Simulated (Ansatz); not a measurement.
Cu3Au (Cu3Au type, space group No. 221) under volume change, plane-wave PAW PBE (Ansatz code), scaled uniformly.

```csv
V (Å³/atom),E − E(relaxed) (meV/atom),P (GPa)
12.296,___,___
12.701,24.5,10.32
13.107,5.7,4.67
13.512,0.0,0.00
13.917,___,___
14.323,19.0,-7.04
14.728,40.2,-9.68
```

Task: Some entries are withheld; supply them.

Result: 
- 13.917, E − E(relaxed) (meV/atom): 5.0
- 13.917, P (GPa): -3.86
- 12.296, E − E(relaxed) (meV/atom): 58.9
- 12.296, P (GPa): 17.14

Task: What does a third-order Birch–Murnaghan fit give for V₀, B₀ and B′?

Result: V₀ = 13.51 Å³/atom, B₀ = 141 GPa, B′ = 5.3.

Space group Pm-3m (Cu3Au type). Symmetry was held in the PBE relaxation; of distortions, only those at the zone centre were tested. The run is not spin-polarised. Scalar-relativistic: spin–orbit coupling is off unless named, which matters more the heavier the elements.

Potentials: the later of the program's two PAW sets.
